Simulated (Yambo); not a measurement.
A BSE run in Yambo for a free-standing SrHI monolayer (symmetry P4/nmm, slab cell 20.5 Å high) (PBEsol bands; 8×8×1 mesh, 8 valence and 17 conduction bands, static screening with 89 bands and a 3 Ry block, scissor 2.58 eV, Tamm-Dancoff, stochastic integration of W near q = 0; field along x) gives:

| state | energy (eV) | states within 2 meV | relative strength | class |
|---|---|---|---|---|
| 1 | 5.16 | 1 | < 0.01 | dark |
| 2 | 5.56 | 2 | < 0.01 | weak |
| 3 | 5.61 | 1 | < 0.01 | dark |
| 4 | 5.63 | 2 | < 0.01 | dark |
| 5 | 5.67 | 2 | < 0.01 | dark |

Problem. What changes when the window shrinks to 8 valence and 9 conduction bands?

Solution. The lowest state goes from 5.158 eV to 5.164 eV, and its distance below the direct gap from 1.316 eV to 1.310 eV. These are vertical excitations (zero momentum); the indirect quasiparticle gap, about 6.32 eV, is smaller than the direct one (6.47 eV on the GW mesh). The scissor comes from a G0W0 run whose convergence isn't established.

Spin-orbit coupling is not included.

Geometry relaxed with PBEsol; primitive cell a = 4.213 Å, b = 4.213 Å, c = 20.500 Å, α = 90.00°, β = 90.00°, γ = 90.00°.

This is a model layer cut from the bulk structure; whether it is stable on its own was not checked.
